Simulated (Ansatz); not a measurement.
Run on TaBe2 (C15 type): DFT, PBEsol, all-electron LAPW, scalar-relativistic (Ansatz 0.2.0).

The cell comes from a relaxation on PAW files under the same functional, begun from a prototype that needn't be the stable phase.

Command: `ansatz run input.yaml --threads 2 --pin off --max-ram 5120MiB --backend cpu --events-out ev --progress --plain --runs-dir out` It took 52 s on 2 threads of Intel(R) Xeon(R) Platinum 8259CL CPU @ 2.50GHz (Skylake/Cascade Lake), on a shared host, peak memory 0.62 GiB.

```yaml
crystal:
  lattice:
    - [0.0, 3.2355018761, 3.2355018761]
    - [3.2355018761, 0.0, 3.2355018761]
    - [3.2355018761, 3.2355018761, 0.0]
  atoms:
    - { symbol: Ta, position: [0.125, 0.125, 0.125] }
    - { symbol: Ta, position: [-0.125, -0.125, -0.125] }
    - { symbol: Be, position: [0.5, 0.5, 0.5] }
    - { symbol: Be, position: [0.5, 0.5, 0.0] }
    - { symbol: Be, position: [0.5, 0.0, 0.5] }
    - { symbol: Be, position: [0.0, 0.5, 0.5] }
kpoints:
  mp_grid: { grid: [9, 9, 9] }
  band_path:
    path:
      - [0.0, 0.0, 0.0]
      - [0.5, 0.0, 0.5]
      - [0.625, 0.25, 0.625]
      - [0.375, 0.375, 0.75]
      - [0.0, 0.0, 0.0]
      - [0.5, 0.5, 0.5]
      - [0.5, 0.25, 0.75]
      - [0.5, 0.0, 0.5]
    npoints: 14
scf:
  occupations: { method: fermi_dirac, width: 0.05 }
hamiltonian:
  xc: pbesol
  pseudopotentials: { kind: all_electron, lapw: { basis_error: 0.001 } }
output:
  forces: true
  stress: true
  eigenvalues: true
  populations: true
  dos: { projected: true, de: 0.2, e_range: [-14, 8] }
```

Output:

```
Ta: projections on atomic orbitals take those of the free atom 1s2 2s2 2p6 3s2 3p6 3d10 4s2 4p6 4d10 4f14 5s2 5p6 5d3 6s2, of charge +0.00 (hamiltonian.pseudopotentials.projection_atoms)
Be: projections on atomic orbitals take those of the free atom 1s2 2s2, of charge +0.00 (hamiltonian.pseudopotentials.projection_atoms)
LAPW: plane waves up to 8.536 Å⁻¹, error target 1.0e-3 eV per atom; small_component_spin mean_spin; Be in spheres of 1.144 Å, 4 of its electrons in bands, Dirac shells []; Ta in spheres of 1.401 Å, 43 of its electrons in bands, Dirac shells [] (how accurate: hamiltonian.pseudopotentials.lapw.basis_error, Limitations)
Engine: ansatz 0.2.0
Pseudopotentials: kind: all_electron
Pseudopotential: Ta, LAPW, valence charge 43, lapw/all_electron/scalar/gaussian/Ta, Koelling and Harmon's equation, gaussian nucleus
Pseudopotential: Be, LAPW, valence charge 4, lapw/all_electron/scalar/gaussian/Be, Koelling and Harmon's equation, gaussian nucleus
Functional definition: PBEsol
  exchange = pbesol_x
  correlation = pbesol_c
Crystal: 6 atoms, lattice volume = 67.742 Å³
Basis set: ecut = 277.63971515810204 eV, 725 PW (Γ), exchange–correlation at level 2
Bands: 62, of which v1, the nominal top of the filled ones, is band 51 counted from 1 (50 counted from 0)
Symmetry: 48 space group operations
Space group: Fd-3m (ITA 227), of the structure as read, at distance tolerance 4.1e-5 Å
k-points: 35 of 729
Non-local potential: Ta, projectors of the file, none
Non-local potential: Be, projectors of the file, none
Initial density: superposition of atomic densities (chi_scale 0.1, normalization cell, long waves kept (reshape's long-wave potential 0.00 eV rms))
Initial wavefunctions: plane waves of lowest kinetic energy (no species holds an atomic orbital)
Functional: x = pbesol(κ = 0.804, μ = 0.12345679012345678), c = pbesol(β = 0.046)
iter 1 solved again at ethr=2.94e-3 eV; its pass at ethr=1.00e-1 eV (dr2=3.00e0 eV) is discarded
SCF iter   1: F=—  HF=-850487.087984 eV  |F-HF|=—  |Δ(HF+E_count)|=         —  Δρ=4.43e-2  dr2=3.00e0  ethr=2.94e-3  ⟨swp⟩=2.0  Hψ=14038  notcnv=0
preconditioner: auto → Kerker (q_TF=auto, 2.921 Å⁻¹)  [metal: Δε(μ)=0.037 eV  Ē_g=21.073 eV  σ=0.050 eV  W_gap=0.18  n_scr=26 (ndim 8)  ℏωp=34.4 eV  f_vac=0.000  D(μ)=3.19/eV (n_scr^D=26)]
iter 2 solved again at ethr=1.72e-4 eV; its pass at ethr=2.94e-3 eV (dr2=1.75e-1 eV) is discarded
SCF iter   2: F=—  HF=-850485.989909 eV  |F-HF|=—  |Δ(HF+E_count)|=    1.10e0  Δρ=1.38e-2  dr2=1.75e-1  ethr=1.72e-4  ⟨swp⟩=2.0  Hψ=11018  notcnv=0  defer=1
SCF iter   3: F=—  HF=-850485.933649 eV  |F-HF|=—  |Δ(HF+E_count)|=         —  Δρ=1.10e-2  dr2=1.31e-1  ethr=1.72e-4  ⟨swp⟩=2.0  Hψ=6260  notcnv=0
the basis was enlarged: its passes take 682.2 KiB over the memory plan, 2 of 2 planned eigensolver slots
SCF iter   4: F=—  HF=-850485.910182 eV  |F-HF|=—  |Δ(HF+E_count)|=   2.35e-2  Δρ=5.96e-3  dr2=3.05e-2  ethr=1.28e-4  ⟨swp⟩=2.0  Hψ=5960  notcnv=0
SCF iter   5: F=—  HF=-850485.908865 eV  |F-HF|=—  |Δ(HF+E_count)|=   1.32e-3  Δρ=1.70e-3  dr2=3.58e-3  ethr=2.99e-5  ⟨swp⟩=2.0  Hψ=6259  notcnv=0
SCF iter   6: F=—  HF=-850485.908771 eV  |F-HF|=—  |Δ(HF+E_count)|=   9.48e-5  Δρ=4.18e-4  dr2=2.31e-4  ethr=3.51e-6  ⟨swp⟩=2.0  Hψ=6261  notcnv=0
SCF iter   7: F=—  HF=-850485.908728 eV  |F-HF|=—  |Δ(HF+E_count)|=   4.28e-5  Δρ=1.11e-4  dr2=6.49e-6  ethr=2.27e-7  ⟨swp⟩=2.0  Hψ=6261  notcnv=0
SCF iter   8: F=—  HF=-850485.908727 eV  |F-HF|=—  |Δ(HF+E_count)|=   1.09e-6  Δρ=1.73e-5  dr2=4.23e-7  ethr=6.37e-9  ⟨swp⟩=2.4  Hψ=6276  notcnv=0
SCF iter   9: F=-850485.908727 eV  HF=-850485.908727 eV  |F-HF|=1.44e-8  |Δ(HF+E_count)|=   1.30e-7  Δρ=4.65e-6  dr2=1.84e-8  ethr=4.15e-10  ⟨swp⟩=2.9  Hψ=6316  notcnv=0
SCF 1 converged in 9 iterations: F = -850485.908727 eV  dr2 = 1.84e-8
NSCF: frozen V_eff on 99 k-points
SCF converged after 9 iterations
Free energy (F): -850485.908727 eV
Harris-Foulkes:  -850485.908727 eV  (|F-HF|=1.44e-8)
Internal energy: -850485.876572 eV  (E = F + TS)
E sigma→0 (E₀):  -850485.892649 eV
Entropy (-TS):   -0.032154 eV (-5.359 meV/atom)
Fermi energy:    16.450429 eV
--- Per-component energies (eV) ---
  E_band       = -9379.283748
  E_kinetic    = 949094.155810
  E_xc         = -17300.583607
  E_electrostatic = -1782279.448775  (all electrons and nuclei)
  E_smearing   = -0.032154  (= −TS)
  E_closure    = 0.000000  (closes the sum)
  E_atoms      = -850447.908416  (free atoms, spherical and without spin; not in F)
  Σ components = -850485.908727   (vs F -850485.908727, Δ=0.00e0)
  Basis errors (estimates in eV, not in F): energy 1.2e-4 per atom: plane waves 6.8e-5 (4.8e-5 summed), levels above the bands 3.7e-78, relativity 1.6e-8, radial functions 5.0e-5, core shells 2.6e-8; eigenvalues (radial functions only) 1.7e-6; not estimated: angular momenta, meshes, grids; target (lapw.basis_error) 1.0e-3; muffin-tin radii Be 1.144 Å, Ta 1.401 Å
--- Forces (eV/Å), atoms counted from 1 ---
  atom   1  Ta    -0.00000000    -0.00000000     0.00000000
  atom   2  Ta    -0.00000000    -0.00000000     0.00000000
  atom   3  Be     0.00000000     0.00000000    -0.00000000
  atom   4  Be     0.00000000    -0.00000000    -0.00000000
  atom   5  Be     0.00000000    -0.00000000    -0.00000000
  atom   6  Be    -0.00000000    -0.00000000     0.00000000
  max |Σ_I F_I| component: 7.40e-17 eV/Å
--- Stress (GPa, compression-positive) ---
       -0.092509      -0.000000       0.000000
       -0.000000      -0.092509      -0.000000
        0.000000      -0.000000      -0.092509
  P = ⅓ Tr σ = -0.0925 GPa (-0.925 kbar)
--- Band table (eV; the first three rows and the last of 35) ---
  k-point 0: bands = ["-377.3153", "-377.3153", "-377.3153", "-377.3153", "-377.3153", "-377.3153", "-199.1031", "-199.1031", "-199.1031", "-199.1031", "-199.0819", "-199.0819", "-199.0819", "-199.0818", "-199.0818", "-199.0818", "-81.3745", "-81.3618", "-81.3618", "-81.3618", "-50.3938", "-50.2620", "-17.1496", "-17.1496", "-17.1496", "-16.6593", "-16.6593", "-16.6593", "-2.1812", "-2.1812", "-2.1812", "-2.1790", "-2.1780", "-2.1780", "-2.1780", "-2.1584", "-2.1584", "-2.1584", "-2.1354", "-2.1354", "-2.1354", "-2.1117", "7.4763", "13.5846", "13.5846", "14.0201", "14.3070", "14.3070", "14.3070", "15.1784", "15.1784", "15.1784", "20.5849", "21.1974", "21.1974", "22.9258", "22.9258", "22.9258", "24.8480", "24.8480", "24.8480", "25.1275"]
  k-point 1: bands = ["-377.3153", "-377.3153", "-377.3153", "-377.3153", "-377.3153", "-377.3153", "-199.1031", "-199.1031", "-199.1031", "-199.1031", "-199.0819", "-199.0819", "-199.0819", "-199.0818", "-199.0818", "-199.0818", "-81.3742", "-81.3621", "-81.3618", "-81.3618", "-50.3909", "-50.2650", "-17.1572", "-17.1572", "-17.1499", "-16.6605", "-16.6516", "-16.6516", "-2.1829", "-2.1829", "-2.1811", "-2.1789", "-2.1779", "-2.1751", "-2.1751", "-2.1590", "-2.1590", "-2.1576", "-2.1363", "-2.1363", "-2.1355", "-2.1126", "7.6232", "13.5220", "13.5592", "13.5592", "14.0384", "14.3439", "14.3439", "15.3060", "15.3060", "15.7542", "20.9772", "21.1011", "21.1011", "22.3727", "22.9035", "22.9035", "23.8510", "23.9430", "23.9430", "25.3926"]
  k-point 2: bands = ["-377.3153", "-377.3153", "-377.3153", "-377.3153", "-377.3153", "-377.3153", "-199.1031", "-199.1031", "-199.1031", "-199.1031", "-199.0819", "-199.0819", "-199.0819", "-199.0818", "-199.0818", "-199.0818", "-81.3734", "-81.3629", "-81.3618", "-81.3618", "-50.3827", "-50.2733", "-17.1755", "-17.1755", "-17.1504", "-16.6638", "-16.6330", "-16.6330", "-2.1841", "-2.1841", "-2.1811", "-2.1787", "-2.1776", "-2.1710", "-2.1710", "-2.1600", "-2.1600", "-2.1552", "-2.1388", "-2.1388", "-2.1357", "-2.1153", "8.0492", "12.5930", "13.4828", "13.4828", "13.7180", "14.5063", "14.5063", "15.5961", "15.5961", "16.5337", "20.7162", "20.7860", "20.7860", "21.8473", "22.5443", "22.5443", "23.2840", "23.2840", "24.4937", "25.4870"]
  k-point 34: bands = ["-377.3153", "-377.3153", "-377.3153", "-377.3153", "-377.3153", "-377.3153", "-199.1031", "-199.1031", "-199.1031", "-199.1031", "-199.0819", "-199.0819", "-199.0818", "-199.0818", "-199.0818", "-199.0818", "-81.3690", "-81.3673", "-81.3618", "-81.3618", "-50.3369", "-50.3194", "-17.2719", "-17.2585", "-16.9566", "-16.8655", "-16.5499", "-16.5379", "-2.1843", "-2.1840", "-2.1826", "-2.1802", "-2.1677", "-2.1670", "-2.1669", "-2.1612", "-2.1521", "-2.1515", "-2.1465", "-2.1446", "-2.1364", "-2.1306", "10.5029", "10.9219", "11.7794", "12.6032", "14.5182", "14.9264", "16.2182", "16.2915", "16.4071", "16.9446", "17.7961", "18.7142", "19.1245", "19.6021", "22.3316", "22.9072", "23.9982", "24.5151", "25.4757", "25.6623"]
--- Löwdin populations: 6 sites ---
  site symbol       q [e]
     0     Ta     73.7822
     1     Ta     73.7822
     2     Be      2.9990
     3     Be      2.9990
     4     Be      2.9990
     5     Be      2.9990
  spilling = 0.015059 (of n_electrons = 162.000000)
```

populations.tsv:

```
# site	symbol	l	j	q
# orbitals = lowdin
# n_electrons = 162.000000
# spilling = 0.015059
# projection_atom_Ta: 1s2 2s2 2p6 3s2 3p6 3d10 4s2 4p6 4d10 4f14 5s2 5p6 5d3 6s2
# projection_atom_Be: 1s2 2s2
0	Ta	0_1S	-	2.000000
0	Ta	0_2S	-	1.999983
0	Ta	0_3S	-	1.999789
0	Ta	0_4S	-	1.997808
0	Ta	0_5S	-	1.965067
0	Ta	0_6S	-	1.077039
0	Ta	1_2P	-	6.000000
0	Ta	1_3P	-	5.999998
0	Ta	1_4P	-	5.999912
0	Ta	1_5P	-	5.987084
0	Ta	2_3D	-	9.999999
0	Ta	2_4D	-	9.999965
0	Ta	2_5D	-	4.756857
0	Ta	3_4F	-	13.998739
1	Ta	0_1S	-	2.000000
1	Ta	0_2S	-	1.999983
1	Ta	0_3S	-	1.999789
1	Ta	0_4S	-	1.997808
1	Ta	0_5S	-	1.965067
1	Ta	0_6S	-	1.077039
1	Ta	1_2P	-	6.000000
1	Ta	1_3P	-	5.999998
1	Ta	1_4P	-	5.999912
1	Ta	1_5P	-	5.987084
1	Ta	2_3D	-	9.999999
1	Ta	2_4D	-	9.999965
1	Ta	2_5D	-	4.756857
1	Ta	3_4F	-	13.998739
2	Be	0_1S	-	1.991985
2	Be	0_2S	-	1.007023
3	Be	0_1S	-	1.991985
3	Be	0_2S	-	1.007023
4	Be	0_1S	-	1.991985
4	Be	0_2S	-	1.007023
5	Be	0_1S	-	1.991985
5	Be	0_2S	-	1.007023
```

Spin–orbit coupling is left out, which matters for the heavy atoms.
